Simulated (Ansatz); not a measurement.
Theory: DFT PBE, scalar-relativistic, plane waves, PAW in Ansatz. Settings: cutoff 420 eV, Γ-centred meshes spaced at most about 0.3 Å⁻¹, and about 0.25 Å⁻¹ or finer for metals (2π included), Gaussian smearing. No spin polarisation in the final relaxations.

All energies are static (0 K, no zero-point motion).

Two forms of IrRh₂ were relaxed alike.

A.

```
Ir Rh
1.0
     2.73343    0.00000    0.00000
    -1.36671    2.36722    0.00000
     0.00000    0.00000   13.21990
Ir Rh
2 4
Direct
  0.33333 0.66667 0.41640
  0.66667 0.33333 0.58360
  0.33333 0.66667 0.75073
  0.33333 0.66667 0.08261
  0.66667 0.33333 0.91739
  0.66667 0.33333 0.24927
```

B.

```
Ir Rh
1.0
     2.73143    0.00000    0.00000
    -1.36572    2.36549    0.00000
     0.00000    0.00000   13.22571
Ir Rh
2 4
Direct
  0.66667 0.33333 0.33271
  0.66667 0.33333 0.66729
  0.66667 0.33333 0.00000
  0.33333 0.66667 0.83318
  0.33333 0.66667 0.16682
  0.33333 0.66667 0.50000
```

Question: Which placement of the atoms is lower in energy, and by how much?

Answer: B is lower, by 10 meV/atom. The two share one framework of sites and differ in which element sits where. A has Ir and Rh ordered on hcp sites, space group P-3m1 (No. 164), 14.3 Å³/atom and no gap on its mesh; B has Ir and Rh ordered on hcp sites, space group P-6m2 (No. 187), 14.2 Å³/atom and no gap. Counting all near atoms (those within 1.25 times the shortest distance at each site), A and B both have Ir 12, Rh 12. Even the lower one lies +0.03 eV/atom against the reference forms of the elements (uncorrected), so neither is stable at this level. Both come from invented guesses.

For metals, differences of a few meV/atom aren't resolved. Spin–orbit coupling, which can matter for Ir, is left out. Cells relaxed within their symmetry can be saddle points.
